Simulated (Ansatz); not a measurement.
La3Co4Si12: frames of a relaxation, V_La, charge +0, atoms relaxed at the host's cell

Computed with the plane-wave PAW code Ansatz (scalar-relativistic, PAW set soft_2): PBEsol, no spin polarisation, 420 eV cutoff, k-mesh 4×4×2 shifted by half a step.

Positions in Å and forces in eV/Å; free energies count from the last frame.

```
19
Lattice="4.137 -4.137 0.000 4.137 4.137 0.000 0.000 0.000 9.567" Properties=species:S:1:pos:R:3:forces:R:3 pbc="T T T" step=1 dE=0.169eV
Co    2.068    2.068    1.548    0.000    0.000   -0.560
Co    4.137    0.000    6.332    0.000    0.000    0.425
Co    2.068   -2.068    1.548    0.000    0.000   -0.543
Co    0.000    0.000    6.332    0.000    0.000    0.425
La    4.137    0.000    0.049    0.000    0.000    0.217
La    2.068   -2.068    4.833    0.000    0.000    0.051
La    0.000    0.000    0.049    0.000    0.000    0.217
Si    2.068    2.068    8.858    0.000    0.000    0.092
Si    4.137    0.000    4.075    0.000    0.000    0.139
Si    2.068   -2.068    8.858    0.000    0.000   -0.047
Si    0.000    0.000    4.075    0.000    0.000    0.139
Si    2.068    0.000    2.498    0.000    0.187    0.313
Si    4.137   -2.068    7.281    0.217    0.000   -0.451
Si    6.205    0.000    2.498    0.000   -0.187    0.313
Si    4.137    2.068    7.281   -0.217    0.000   -0.451
Si    4.137   -2.068    2.498    0.187    0.000    0.313
Si    2.068    0.000    7.281    0.000    0.217   -0.451
Si    4.137    2.068    2.498   -0.187    0.000    0.313
Si    6.205    0.000    7.281    0.000   -0.217   -0.451
```

```
19
Lattice="4.137 -4.137 0.000 4.137 4.137 0.000 0.000 0.000 9.567" Properties=species:S:1:pos:R:3:forces:R:3 pbc="T T T" step=2 dE=0.060eV
Co    2.068    2.068    1.531    0.000    0.000   -0.247
Co    4.137    0.000    6.333    0.000    0.000    0.213
Co    2.068   -2.068    1.529    0.000    0.000   -0.189
Co    0.000    0.000    6.333    0.000    0.000    0.213
La    4.137    0.000    0.104    0.000    0.000   -0.316
La    2.068   -2.068    4.849    0.000    0.000   -0.092
La    0.000    0.000    0.104    0.000    0.000   -0.316
Si    2.068    2.068    8.847    0.000    0.000    0.075
Si    4.137    0.000    4.089    0.000    0.000    0.076
Si    2.068   -2.068    8.825    0.000    0.000    0.037
Si    0.000    0.000    4.089    0.000    0.000    0.076
Si    2.068    0.007    2.521    0.000    0.145    0.222
Si    4.162   -2.068    7.238    0.198    0.000   -0.105
Si    6.205   -0.007    2.521    0.000   -0.145    0.222
Si    4.111    2.068    7.238   -0.198    0.000   -0.105
Si    4.143   -2.068    2.521    0.145    0.000    0.222
Si    2.068    0.026    7.238    0.000    0.198   -0.105
Si    4.130    2.068    2.521   -0.145    0.000    0.222
Si    6.205   -0.026    7.238    0.000   -0.198   -0.105
```

```
19
Lattice="4.137 -4.137 0.000 4.137 4.137 0.000 0.000 0.000 9.567" Properties=species:S:1:pos:R:3:forces:R:3 pbc="T T T" step=5 dE=0.000eV
Co    2.068    2.068    1.524    0.000    0.000    0.024
Co    4.137    0.000    6.345    0.000    0.000    0.002
Co    2.068   -2.068    1.530    0.000    0.000   -0.027
Co    0.000    0.000    6.345    0.000    0.000    0.002
La    4.137    0.000    0.070    0.000    0.000   -0.008
La    2.068   -2.068    4.854    0.000    0.000   -0.004
La    0.000    0.000    0.070    0.000    0.000   -0.008
Si    2.068    2.068    8.858    0.000    0.000   -0.010
Si    4.137    0.000    4.115    0.000    0.000    0.009
Si    2.068   -2.068    8.817    0.000    0.000    0.005
Si    0.000    0.000    4.115    0.000    0.000    0.009
Si    2.068    0.025    2.548    0.000   -0.001   -0.006
Si    4.215   -2.068    7.210    0.008    0.000    0.007
Si    6.205   -0.025    2.548    0.000    0.001   -0.006
Si    4.058    2.068    7.210   -0.008    0.000    0.007
Si    4.161   -2.068    2.548   -0.001    0.000   -0.006
Si    2.068    0.079    7.210    0.000    0.008    0.007
Si    4.112    2.068    2.548    0.001    0.000   -0.006
Si    6.205   -0.079    7.210    0.000   -0.008    0.007
```

Caveats: a metal with Cr, Mn, Fe, Co or Ni was run without spin, and may be magnetic.
